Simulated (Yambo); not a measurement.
Yambo run on KAuF$_{4}$ (space group I4/mcm, No. 140). The wavefunctions are PBEsol (Quantum ESPRESSO, PseudoDojo norm-conserving, 84 Ry, no spin-orbit coupling) ones on a 2×2×2 mesh (56 occupied bands); a = 7.079 Å, b = 7.079 Å, c = 7.079 Å, α = 129.81°, β = 129.81°, γ = 73.72°.

Yambo input:

```
rim_cut
gw0
dyson
el_el_corr
HF_and_locXC
ppa
em1d
RandQpts= 1000000
RandGvec= 1 Ry
EXXRLvcs= 84 Ry
VXCRLvcs= 336 Ry
Chimod= "HARTREE"
% BndsRnXp
 9 | 159 |
%
NGsBlkXp= 7 Ry
% LongDrXp
 1.0 | 1.0 | 1.0 |
%
PPAPntXp= 27.2114 eV
% GbndRnge
 1 | 315 |
%
GTermKind= "BG"
DysSolver= "n"
ExtendOut
% QPkrange
 2 | 2 | 56 | 57 |
%
```

k points by index: 2 = X.

Resulting energies as the program prints them:

```
#    K-point    Band    Eo [eV]    E [eV]    E-Eo [eV]    Vxc [eV]    Vnlxc [eV]    Sc|Eo [eV]    Sc|E [eV]    dSc/dw|Eo [eV]    Re(Z)    Im(Z)
#
    2    56    0.000000    -1.764113    -1.764113    -23.40586    -30.18806    4.605582    5.018082    -6.362273    0.810496    -0.001209
    2    57    2.318904    4.616144    2.297240    -23.36710    -18.89837    -1.682906    -2.171494    -5.787283    0.824619    -0.001094
```
(The two width columns are left out.) Convergence of these settings isn't established.

Geometry of the Materials Project entry, not relaxed at this level.
